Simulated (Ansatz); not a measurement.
Yb (fcc, Cu type)

```
CELL_PARAMETERS angstrom
      0.00000     2.59899     2.59899
      2.59899     0.00000     2.59899
      2.59899     2.59899     0.00000
ATOMIC_POSITIONS crystal
  Yb 0.00000 0.00000 0.00000
```

E(V) scan at fixed shape, V₀ the volume above. Symmetry pins the atoms to their sites.

Calculation: r2SCAN (plane waves to 500 eV, PAW, scalar-relativistic; Ansatz, a program for electronic structure). k mesh 15×15×15 (Γ-centred), Fermi-Dirac smearing 0.05 eV. Energies are smeared free energies. Stress and pressure are positive under compression. The PAW data are Ansatz's earlier set. The relaxed volume of Yb is well below the measured one. Yb is run without spin polarisation. Yb was relaxed with its symmetry unable to fall. The filling of the f shell was not checked against other fillings, so treat energies with care. The zero of ΔE is the relaxed starting cell.

Problem. Predict the ΔE (kJ/mol of atoms) and P (GPa) at V/V₀ = 0.900, 0.925, 0.950, 1.050, 1.100.

Solution. 
| V/V₀ | ΔE (kJ/mol of atoms) | P (GPa) |
|---|---|---|
| 0.900 | 2.5 | 2.5 |
| 0.925 | 1.4 | 1.8 |
| 0.950 | 0.6 | 1.1 |
| 1.050 | 0.5 | -0.9 |
| 1.100 | 1.9 | -1.6 |

(A scan under strain: stresses follow from slopes of the energy per volume, elastic moduli from its curvatures.)
